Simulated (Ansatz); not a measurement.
# Relaxing a structure of InSb

The start is a generated trial cell of InSb in the zincblende structure type. Cell shape, volume and atoms are optimised at zero target pressure with PBE (plane waves to 420 eV, PAW, scalar-relativistic; Ansatz, a program for electronic structure). The first steps use a coarse 9×9×9 k-mesh.

The start:
```
CELL_PARAMETERS angstrom
      0.00000     3.29281     3.29281
      3.29281     0.00000     3.29281
      3.29281     3.29281     0.00000
ATOMIC_POSITIONS crystal
  Sb 0.75000 0.75000 0.75000
  In 0.00000 0.00000 0.00000
```

Question: How much energy is released per atom?

Answer: Under 0.01 eV/atom.

Question: How does the volume change?

Answer: +2.3 %, from 35.70 to 36.54 Å³/atom.

Question: How do the shortest distances between atoms change?

Answer: The closest pairs of elements (up to four, under 3.6 Å), start → end: In–Sb 2.85 → 2.87 Å.

Question: Is the relaxed structure metallic? Give its gap.

Answer: Zero (the bands touch at this level, without spin-orbit coupling).

Question: What does it relax into? Give the structure.

Answer: 
```cif
data_In4Sb4
_chemical_formula_sum 'Sb4 In4'
_space_group_name_H-M_alt 'F-43m'
_space_group_IT_number 216
_space_group_name_Hall 'F -4 2 3'
_cell_length_a 6.63646
_cell_length_b 6.63646
_cell_length_c 6.63646
_cell_angle_alpha 90.000
_cell_angle_beta 90.000
_cell_angle_gamma 90.000
loop_
_atom_site_label
_atom_site_type_symbol
_atom_site_symmetry_multiplicity
_atom_site_Wyckoff_symbol
_atom_site_fract_x
_atom_site_fract_y
_atom_site_fract_z
_atom_site_occupancy
Sb1 Sb 4 c 0.25000 0.25000 0.25000 1
In1 In 4 a 0.00000 0.00000 0.00000 1
```
(The calculation used a cell of 2 atoms; values per cell refer to that cell.)

The space group stays F-43m (No. 216) (the run could not lower it); the end is zinc blende type, with 2 atoms in the primitive cell. Final values are on a 12×12×12 k-mesh of the relaxed cell. No spin polarisation in the result. Without spin-orbit coupling the bands of the heavy element are not split, so the gap can be far off.

The run could not lose the symmetry of its start.

All atoms sit on sites fixed by symmetry, so only the cell could relax.
